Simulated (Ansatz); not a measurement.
MoS$_{2}$:
Space group R3m, hexagonal axes (No. 160); a = 3.185 Å, b = 3.185 Å, c = 22.321 Å, α = 90.00°, β = 90.00°, γ = 120.00°

```
atom  site  symmetry       x       y       z
----  ----  --------  ------  ------  ------
Mo      3a        3m  0.0000  0.0000  0.0000
S       3a        3m  0.0000  0.0000  0.7367
S       3a        3m  0.0000  0.0000  0.5967
```
(The calculation used a cell of 3 atoms; values per cell refer to that cell.)

Relaxed with PBE.

### Question
Which orbitals make up the states near the band edges in plane-wave PAW PBE (Ansatz code)?

### Answer
Top 1 eV of the valence band: Mo 4d 67 %, S 3p 29 %. Bottom 1 eV of the conduction band: Mo 4d 63 %, S 3p 32 %. Projections are on Löwdin-orthogonalised atomic valence shells; empty p or d shells of many metals are not among them.

### Question
Tabulate the density of states.

### Answer
States/eV per cell of 3 atoms, in 0.25 eV bins, energy from the valence-band maximum.

```tsv
E (eV)	total	S 3p	Mo 4d	S 3s
-7.85	0.00	0.00	0.00	0.00
-7.60	0.00	0.00	0.00	0.00
-7.35	0.00	0.00	0.00	0.00
-7.10	0.00	0.00	0.00	0.00
-6.85	0.00	0.00	0.00	0.00
-6.60	0.00	0.00	0.00	0.00
-6.35	0.00	0.00	0.00	0.00
-6.10	0.00	0.00	0.00	0.00
-5.85	0.99	0.65	0.22	0.03
-5.60	2.15	1.30	0.64	0.06
-5.35	3.89	2.29	1.34	0.07
-5.10	3.09	1.89	1.04	0.05
-4.85	1.45	1.00	0.36	0.05
-4.60	0.82	0.56	0.23	0.02
-4.35	0.90	0.58	0.26	0.04
-4.10	4.90	2.96	1.31	0.37
-3.85	2.83	1.72	0.71	0.22
-3.60	1.40	0.85	0.45	0.05
-3.35	5.20	3.20	1.82	0.09
-3.10	2.40	1.50	0.83	0.03
-2.85	1.79	1.01	0.72	0.02
-2.60	1.65	0.91	0.69	0.01
-2.35	1.87	1.10	0.70	0.02
-2.10	4.37	2.99	1.16	0.12
-1.85	2.83	2.09	0.59	0.09
-1.60	2.46	2.00	0.35	0.05
-1.35	2.34	2.06	0.19	0.02
-1.10	2.46	1.08	1.26	0.04
-0.85	2.88	0.86	1.89	0.04
-0.60	2.02	0.58	1.37	0.02
-0.35	1.13	0.30	0.79	0.01
-0.10	0.19	0.07	0.12	0.00
0.15	0.00	0.00	0.00	0.00
0.40	0.00	0.00	0.00	0.00
0.65	0.00	0.00	0.00	0.00
0.90	0.00	0.00	0.00	0.00
1.15	0.00	0.00	0.00	0.00
1.40	0.04	0.01	0.03	0.00
1.65	1.01	0.28	0.67	0.01
1.90	5.08	1.53	3.32	0.04
2.15	3.59	1.24	2.19	0.04
2.40	5.12	1.70	3.07	0.12
2.65	3.17	1.10	1.82	0.10
2.90	2.85	1.07	1.50	0.09
3.15	2.32	0.92	1.19	0.08
3.40	1.56	0.67	0.73	0.06
3.65	1.45	0.64	0.66	0.07
3.90	2.18	1.08	0.98	0.05
4.15	2.28	1.00	1.06	0.13
4.40	1.08	0.40	0.55	0.10
4.65	0.26	0.09	0.14	0.03
4.90	0.00	0.00	0.00	0.00
5.15	0.00	0.00	0.00	0.00
5.40	0.00	0.00	0.00	0.00
5.65	0.01	0.00	0.00	0.00
5.90	0.24	0.01	0.01	0.02
6.15	0.66	0.04	0.02	0.04
```

The PBE relaxation kept the symmetry of its start. The run is not spin-polarised. The volume moved by 23 % from the start of the relaxation. A crystal of weakly bound layers computed without a dispersion correction: the cell and the soft elastic constants depend strongly on that. Spin–orbit coupling is left out wherever it is not named.

Potentials: the later of the program's two PAW sets.
